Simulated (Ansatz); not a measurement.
# How much do the gradients of WS2 with Mn replacing W depend on the method?

Cell: a supercell of WS2 (space group P6_3/mmc) built from a COD entry, with the ions relaxed around the defect (PBE).

```
Mn W S
1.0
     6.36000    0.00000    0.00000
    -3.18000    5.50792    0.00000
     0.00000    0.00000   12.50000
Mn W S
1 7 16
Direct
  0.17431 0.34716 0.25000
  0.16348 0.82829 0.25000
  0.66734 0.33324 0.25000
  0.66589 0.82822 0.25000
  0.33396 0.16707 0.75000
  0.33396 0.66691 0.75000
  0.83411 0.16706 0.75000
  0.83394 0.66687 0.75000
  0.16735 0.33369 0.62451
  0.16744 0.83377 0.62442
  0.66719 0.33338 0.62438
  0.66734 0.83376 0.62442
  0.32463 0.17385 0.13060
  0.33081 0.66053 0.12757
  0.85040 0.17371 0.13055
  0.83186 0.66259 0.12405
  0.16735 0.33369 0.87549
  0.16744 0.83377 0.87558
  0.66719 0.33338 0.87562
  0.66734 0.83376 0.87558
  0.32463 0.17385 0.36940
  0.33081 0.66053 0.37243
  0.85040 0.17371 0.36945
  0.83186 0.66259 0.37595
```

Sites (sets of like atoms) are named by element and the number of their first atom in this list.

First run. The numbers come from a DFT calculation in Ansatz (PBE, plane waves and PAW, scalar-relativistic, collinear spin, 420 eV cutoff, Γ-centred 4×4×2 k-points, Fermi–Dirac smearing 0.01 eV). Start moments as typed (μB): 3 on each Mn, none on the rest.

```csv
site,atom,V_zz (10²¹ V/m²),η,m (μB)
Mn,1,1.56,0.41,1.05
W2,2,-19.44,0.27,0.01
W4,4,-19.45,0.27,0.01
W3,3,-21.3,0.01,0.03
W5,5,-17.60,0.01,0.00
W6,6,-17.54,0.01,0.00
W8,8,-17.22,0.00,0.00
S9,9,-4.65,0.00,0.00
S10,10,-4.53,0.00,0.00
S11,11,-4.53,0.00,0.00
S13,13,-5.80,0.88,-0.01
S14,14,-5.91,0.71,-0.02
S15,15,-5.79,0.89,-0.01
S16,16,-4.80,0.16,-0.01
```

Second run. The same atoms and settings, except that a Hubbard term is added (U = 3.9 eV on Mn d).

(1) Given the first result, estimate the second.

## Answers

(1) 

| site | atom | V_zz | η | change of V_zz | m (μB) |
| --- | --- | --- | --- | --- | --- |
| Mn | 1 | -1.87 | 0.00 | – | 3.15 |
| W2 | 2 | -17.43 | 0.33 | +2.01 | -0.14 |
| W4 | 4 | -17.45 | 0.33 | +2.00 | -0.14 |
| W3 | 3 | -19.35 | 0.17 | +1.91 | -0.12 |
| W5 | 5 | -17.45 | 0.00 | +0.15 | 0.00 |
| W6 | 6 | -17.39 | 0.01 | +0.15 | 0.00 |
| W8 | 8 | -17.08 | 0.00 | +0.14 | 0.00 |
| S9 | 9 | -4.60 | 0.00 | +0.05 | 0.00 |
| S10 | 10 | -4.46 | 0.00 | +0.07 | 0.00 |
| S11 | 11 | -4.47 | 0.00 | +0.06 | 0.00 |
| S13 | 13 | -5.27 | 0.60 | +0.53 | -0.10 |
| S14 | 14 | -4.94 | 0.40 | +0.97 | -0.08 |
| S15 | 15 | -5.26 | 0.60 | +0.53 | -0.10 |
| S16 | 16 | -4.68 | 0.11 | +0.12 | -0.02 |

The largest change of V_zz along a kept axis is on W2, from -19.44 to -17.43. In per cent, |V_zz| changes by -10 to -1 on W, -16 to -1 on S (all sites that start above 2). Where |V_zz| stays above 0.1 and the axes keep their order, η moves most on S14, from 0.71 to 0.40. On Mn the largest principal value lies along another axis in the second run, so the two V_zz can't be compared directly. The absolute magnetisation of the cell goes from 1.6 to 5.1 μB.

The defect repeats with the cell of 24 atoms, so it feels its images: sites between two images don't show the values beside a lone defect, and zeros or small values of η there can come from the images' arrangement. S and W carry a gradient in the pure host already, so the values there aren't the defect's effect alone. The defect cell has no gap above 0.1 eV on its mesh, so the values can hang on the smearing and the k-mesh. Without spin–orbit coupling the gradients at and beside W can be off by some per cent, at some sites by more.
For the first run: The centre was started off its lattice site, so that it could distort. The run lost most of its start moments on Mn; a state with other moments may lie lower.
